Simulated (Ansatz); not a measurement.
GaSb:
```xyz
8
Lattice="4.3289 0.0000 0.0000 -2.1645 3.7489 0.0000 0.0000 0.0000 14.2017" Properties=species:S:1:pos:R:3 pbc="T T T"
Ga     2.1645     1.2496    14.1983
Sb     2.1645     1.2496     2.6662
Ga     0.0000     0.0000     3.5573
Sb     0.0000     0.0000     6.2064
Ga     0.0000     2.4993     7.0974
Sb     0.0000     2.4993     9.7670
Ga     0.0000     0.0000    10.6581
Sb     0.0000     0.0000    13.3073
```

x, y and z are the axes in which the lattice vectors are written.

Task: Give the proper piezoelectric stress tensor with relaxed ions from r²SCAN in the plane-wave PAW code Ansatz.

Result: In C/m², rows x, y, z, Voigt columns; mesh uncertainty up to 0.01.
```
 0.00   0.00   0.00   0.00   0.13   0.00
 0.00   0.00   0.00   0.13   0.00   0.00
 0.12   0.12  -0.31   0.00   0.00   0.00
```

The elastic tensor of the same run (GPa):

```
 104  33.2  22.2   0.0   0.0   0.0
33.2   104  22.2   0.0   0.0   0.0
22.2  22.2   117   0.0   0.0   0.0
 0.0   0.0   0.0  29.3   0.0   0.0
 0.0   0.0   0.0   0.0  29.3   0.0
 0.0   0.0   0.0   0.0   0.0  35.4
```

Task: Convert to strain constants d = e·S.

Result: In pC/N:
```
 0.0   0.0   0.0   0.0   4.5   0.0
 0.0   0.0   0.0   4.5   0.0   0.0
 1.4   1.4  -3.2   0.0   0.0   0.0
```

Space group P6_3mc. The start of the workflow was typed in or built on a structure type; the Crystallography Open Database copy checked does not list it. It is not the phase usual at ambient conditions (space group No. 216). The cell was relaxed with r²SCAN under the symmetry of its start; its stability against distortions is not shown here. Spin–orbit coupling is left out wherever it is not named.

Potentials: the earlier of the program's two PAW sets.
